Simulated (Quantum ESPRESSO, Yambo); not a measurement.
A free-standing WSe$_{2}$ monolayer (symmetry P-6m2, slab cell 16.3 Å high) under biaxial strain (in the plane), counted from the cell relaxed with PBEsol, atoms relaxed at each step. norm-conserving PBEsol (Quantum ESPRESSO, 86 Ry, scalar-relativistic); G0W0 in Yambo (6×6×1 Γ-centred k mesh, bands 12 to 114 and a 7 Ry block in the screening, 114 bands in G with the Bruneval-Gonze terminator, plasmon pole fitted at 27.2 eV, slab-truncated Coulomb interaction, stochastic integration of W near q = 0).

```
strain (%)  PBEsol gap (eV)      kind  G0W0 direct gap (eV)
----------  ---------------  --------  --------------------
-3                     1.51  indirect             3.08 at K
-1.5                    ___  indirect                   ___
0                      1.68  near tie             2.61 at K
+1.5                   1.49    direct             2.39 at K
+3                     1.33    direct             2.19 at K
+5                     0.97  indirect             1.95 at K
```

Task: Estimate the withheld gaps from the other strains; the computed values follow.

Result: 
- -1.5, PBEsol gap (eV): 1.60
- -1.5, G0W0 direct gap (eV): 2.84 at K

Between -1.5 % and +1.5 % the PBEsol gap turns from indirect to direct; between +3 % and +5 % the PBEsol gap turns from direct to indirect. GW, BSE and RPA settings are held fixed; their convergence isn't established. «Near tie»: competing band extrema lie within 0.03 eV. Strains are linear. The screening block changes size along the series (321 vectors at -3 %, 333 vectors at -1.5 %, 343 vectors at +0 %, 345 vectors at +1.5 %, 345 vectors at +3 %, 345 vectors at +5 %), which puts steps into the G0W0 values. Spin-orbit coupling is left out, which matters for elements this heavy: edges can move by tenths of an eV.

The standard potential for Se keeps a d shell in the valence without the s and p states of that shell. In tests on such compounds this moved G0W0 gaps by up to about 0.9 eV, so absolute quasiparticle energies here are unreliable; differences between settings are what counts.
